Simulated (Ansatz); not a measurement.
Starting cell, ZrB2 (AlB2 type, space group P6/mmm):

```yaml
crystal:
  lattice:
    - [6.33540, 0.00000, 0.00000]
    - [-1.58385, 2.74331, 0.00000]
    - [0.00000, 0.00000, 3.55026]
  atoms:
    - { symbol: Zr, position: [0.00000, 0.00000, 0.00000] }
    - { symbol: Zr, position: [0.50000, 0.00000, 0.00000] }
    - { symbol: B, position: [0.16667, 0.66667, 0.50000] }
    - { symbol: B, position: [0.66667, 0.66667, 0.50000] }
    - { symbol: B, position: [0.33333, 0.33333, 0.50000] }
    - { symbol: B, position: [0.83333, 0.33333, 0.50000] }
```

A phonon eigenvector at M = (0.5, 0.0, 0.0) is frozen into this cell: atom i moves by Q times the vector below, so Q is the largest atomic displacement, in Å. The cell is held. (q is in reciprocal vectors of the primitive cell; the cell shown is doubled to hold the pattern.)

| atom | x | y | z |
|---|---|---|---|
| B3 | 0.866 | 0.500 | 0.000 |
| B4 | -0.866 | -0.500 | 0.000 |
| B5 | 0.866 | 0.500 | 0.000 |
| B6 | -0.866 | -0.500 | 0.000 |

Atoms not listed stay in place.

The numbers are results of r2SCAN (plane waves to 500 eV, PAW, scalar-relativistic; Ansatz, a quantum-chemistry and plane-wave program), not measurements. k mesh 17×17×13 (Γ-centred), Fermi-Dirac smearing 0.05 eV. With partly filled bands, energies and forces of such displacements shift with the k mesh and the smearing. ZrB2 is run without spin polarisation. ZrB2 was relaxed with its symmetry unable to fall.

At one point of the scan the forces (eV/Å) are:

| atom | Fx | Fy | Fz |
|---|---|---|---|
| Zr1 | 0.000 | 0.000 | 0.000 |
| Zr2 | 0.000 | 0.000 | 0.000 |
| B3 | 2.250 | 1.299 | 0.000 |
| B4 | -1.196 | -0.691 | 0.000 |
| B5 | 1.196 | 0.691 | 0.000 |
| B6 | -2.250 | -1.299 | 0.000 |

Question: Which point is it?
A. Q = -0.280 Å
B. Q = -0.093 Å
C. Q = -0.233 Å
D. Q = -0.047 Å

Answer: B, Q = -0.093 Å

(For displaced atoms, the force is minus the slope of the energy, and its curvature is a force constant, which sets phonon frequencies.)
